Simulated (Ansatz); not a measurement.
Zn (hcp, Mg type)

```yaml
crystal:
  lattice:
    - [2.62220, 0.00000, 0.00000]
    - [-1.31110, 2.27089, 0.00000]
    - [0.00000, 0.00000, 5.19319]
  atoms:
    - { symbol: Zn, position: [0.33333, 0.66667, 0.75000] }
    - { symbol: Zn, position: [0.66667, 0.33333, 0.25000] }
```

This relaxed cell (volume V₀) is scaled evenly in all directions, its shape held. Symmetry pins the atoms to their sites.

The numbers are results of PBE (plane waves to 420 eV, PAW, scalar-relativistic; Ansatz, a first-principles code), not measurements. k mesh 20×20×9 (Γ-centred), Fermi-Dirac smearing 0.05 eV. The energy includes the smearing's −TS. Compression counts positive. The PAW data are Ansatz's earlier set. Zn was relaxed with its symmetry unable to fall. The zero of ΔE is the relaxed starting cell.

### Question
Predict the ΔE (meV/atom) and P (GPa) at V/V₀ = 0.872, 0.968, 1.064, 1.096, 1.128, 1.160.

### Answer
```json
[
 {"V/V₀": "0.872", "ΔE (meV/atom)": "77", "P (GPa)": "14.3"},
 {"V/V₀": "0.968", "ΔE (meV/atom)": "4", "P (GPa)": "2.6"},
 {"V/V₀": "1.064", "ΔE (meV/atom)": "13", "P (GPa)": "-3.9"},
 {"V/V₀": "1.096", "ΔE (meV/atom)": "27", "P (GPa)": "-5.3"},
 {"V/V₀": "1.128", "ΔE (meV/atom)": "45", "P (GPa)": "-6.4"},
 {"V/V₀": "1.160", "ΔE (meV/atom)": "66", "P (GPa)": "-7.3"}
]
```

(Under strain, the slope of the energy per volume gives the stress and its curvature an elastic modulus.)
